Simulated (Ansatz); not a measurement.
A relaxation computed with Ansatz, from input to last step.

```yaml
crystal:
  lattice:
    - [4.2035369719, 0.0, 0.0]
    - [0.0, 4.2035369719, 0.0]
    - [0.0, 0.0, 4.2035369719]
  atoms:
    - { symbol: Ba, position: [0.0, 0.0, 0.0] }
    - { symbol: Cu, position: [0.0, 0.5, 0.5] }
    - { symbol: Cu, position: [0.5, 0.0, 0.5] }
    - { symbol: Cu, position: [0.5, 0.5, 0.0] }
basis:
  ecutwfc: 420
kpoints:
  mp_grid: { grid: [4, 4, 4] }
hamiltonian:
  xc: pbe
scf:
  occupations: { method: gaussian, width: 0.1 }
  lower_state_search: "off"
output:
  forces: true
  stress: true
  eigenvalues: true
relax:
  adjacent_minimum: "off"
  f_tol: 0.04
  max_steps: 70
  cell: { stress_tol: 0.4 }
```

```bash
ansatz run input.yaml --threads 1 --pin off --max-ram 2560MiB --backend cpu --events-out ev --progress --plain --runs-dir out
```

Theory: DFT PBE, scalar-relativistic, plane waves, PAW (Ansatz).

Of 4 frames 4 are shown, positions in Å and forces in eV/Å; the SCF threshold varies from step to step. Steps run on the plane waves of an earlier cell, with a Pulay correction in the pressure. The basis is chosen afresh for the last frame, the zero of the energies, and at times for earlier ones too; energy and pressure step there, also at an unchanged geometry.

```xyz
4
Lattice="4.2035 0.0000 0.0000 0.0000 4.2035 0.0000 0.0000 0.0000 4.2035" Properties=species:S:1:pos:R:3:forces:R:3 pbc="T T T" step=1 free_energy_over_end_meV_per_atom=70.74 pressure_GPa=7.08
Ba    0.0000    0.0000    0.0000    0.0000    0.0000    0.0000
Cu    0.0000    2.1018    2.1018    0.0000    0.0000    0.0000
Cu    2.1018    0.0000    2.1018    0.0000    0.0000    0.0000
Cu    2.1018    2.1018    0.0000    0.0000    0.0000    0.0000
4
Lattice="4.4085 0.0000 0.0000 0.0000 4.4085 0.0000 0.0000 0.0000 4.4085" Properties=species:S:1:pos:R:3:forces:R:3 pbc="T T T" step=2 free_energy_over_end_meV_per_atom=2.98 pressure_GPa=1.04
Ba    0.0000    0.0000    0.0000    0.0000    0.0000    0.0000
Cu    0.0000    2.2042    2.2042    0.0000    0.0000    0.0000
Cu    2.2042    0.0000    2.2042    0.0000    0.0000    0.0000
Cu    2.2042    2.2042    0.0000    0.0000    0.0000    0.0000
4
Lattice="4.4480 0.0000 0.0000 0.0000 4.4480 0.0000 0.0000 0.0000 4.4480" Properties=species:S:1:pos:R:3:forces:R:3 pbc="T T T" step=3 free_energy_over_end_meV_per_atom=1.28 pressure_GPa=-0.01
Ba    0.0000    0.0000    0.0000    0.0000    0.0000    0.0000
Cu    0.0000    2.2240    2.2240    0.0000    0.0000    0.0000
Cu    2.2240    0.0000    2.2240    0.0000    0.0000    0.0000
Cu    2.2240    2.2240    0.0000    0.0000    0.0000    0.0000
4
Lattice="4.4480 0.0000 0.0000 0.0000 4.4480 0.0000 0.0000 0.0000 4.4480" Properties=species:S:1:pos:R:3:forces:R:3 pbc="T T T" step=4 free_energy_over_end_meV_per_atom=0.00 pressure_GPa=0.12
Ba    0.0000    0.0000    0.0000    0.0000    0.0000    0.0000
Cu    0.0000    2.2240    2.2240    0.0000    0.0000    0.0000
Cu    2.2240    0.0000    2.2240    0.0000    0.0000    0.0000
Cu    2.2240    2.2240    0.0000    0.0000    0.0000    0.0000
```

The start puts this composition into another compound's structure type, which needn't suit it. At the end the space group is Pm-3m (tolerance 0.05 Å).

It took 19 s on 1 thread of Arm Neoverse N1 (shared host), peak memory 0.35 GiB.

The k mesh is coarse.